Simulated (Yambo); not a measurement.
GaAlN$_{2}$ (space group P3m1, No. 156), G0W0@LDA (Yambo, plasmon pole, terminator in G, 6×6×4 mesh): gap Γ → Γ in eV by bands and screening block.

```csv
bands (W and G),2 Ry,4 Ry,6 Ry,8 Ry,10 Ry
26,4.10,4.15,4.26,(withheld),4.41
40,3.92,3.98,4.11,4.26,4.29
57,3.85,3.91,4.05,(withheld),4.24
80,3.81,3.87,(withheld),4.19,4.22
104,3.80,3.85,4.01,4.18,4.22
```

### Question
Estimate the withheld gaps from their neighbours; the computed values follow.

### Answer

- 26, 8 Ry: 4.39
- 57, 8 Ry: 4.21
- 80, 6 Ry: 4.02

The largest settings aren't shown to be the converged limit.

The standard potential for Ga keeps a d shell in the valence without the s and p states of that shell. In tests on such compounds this moved G0W0 gaps by up to about 0.9 eV, so absolute quasiparticle energies here are unreliable; differences between settings are what counts.

Spin-orbit coupling is not included.

Geometry relaxed with LDA; primitive cell a = 3.115 Å, b = 3.115 Å, c = 5.048 Å, α = 90.00°, β = 90.00°, γ = 120.00°.

The structure is a Materials Project entry; no match was found in the copy of COD used, and its stability was not checked.
